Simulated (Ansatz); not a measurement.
**Straining KP$_{2}$Rh$_{2}$**

All numbers below come from Ansatz 0.2.0, DFT r2SCAN, scalar-relativistic, plane waves, PAW. Run with 500 eV cutoff, 10×10×4 k-mesh, Gaussian smearing of 0.10 eV, no spin polarisation.

Starting point, cell and atoms relaxed:

```yaml
crystal:
  lattice:
    - [3.90111, 0.00000, 0.00000]
    - [0.00000, 3.90111, 0.00000]
    - [0.00000, 0.00000, 13.16553]
  atoms:
    - { symbol: K, position: [0.00000, 0.00000, 0.00000] }
    - { symbol: K, position: [0.50000, 0.50000, 0.50000] }
    - { symbol: P, position: [0.00000, 0.00000, 0.34627] }
    - { symbol: P, position: [0.50000, 0.50000, 0.15373] }
    - { symbol: P, position: [0.50000, 0.50000, 0.84627] }
    - { symbol: P, position: [0.00000, 0.00000, 0.65373] }
    - { symbol: Rh, position: [0.00000, 0.50000, 0.25000] }
    - { symbol: Rh, position: [0.50000, 0.00000, 0.25000] }
    - { symbol: Rh, position: [0.50000, 0.00000, 0.75000] }
    - { symbol: Rh, position: [0.00000, 0.50000, 0.75000] }
```

Deformation: uniaxial strain along c, with the lengths of a and b and the atoms relaxed and the angles held, all within the symmetry that the strain leaves. Energies are extrapolated to zero smearing. Stress is positive in compression, on the Cartesian axes of the cell above.

| strain (%) | ΔE (meV/atom) | a (Å) | b (Å) | c (Å) | σxx (GPa) | σyy (GPa) | σzz (GPa) |
| --- | --- | --- | --- | --- | --- | --- | --- |
| -1.5 | 0.8 | 3.905 | 3.905 | 12.968 | 0.00 | 0.00 | 0.86 |
| +0.0 | 0.0 | 3.901 | 3.901 | 13.166 | -0.08 | -0.08 | 0.05 |
| +1.5 | 0.7 | 3.894 | 3.894 | 13.363 | 0.00 | 0.00 | -0.79 |

Cost: 3 runs of about 16 core-minutes in all, on Arm Neoverse V1 (shared hosts).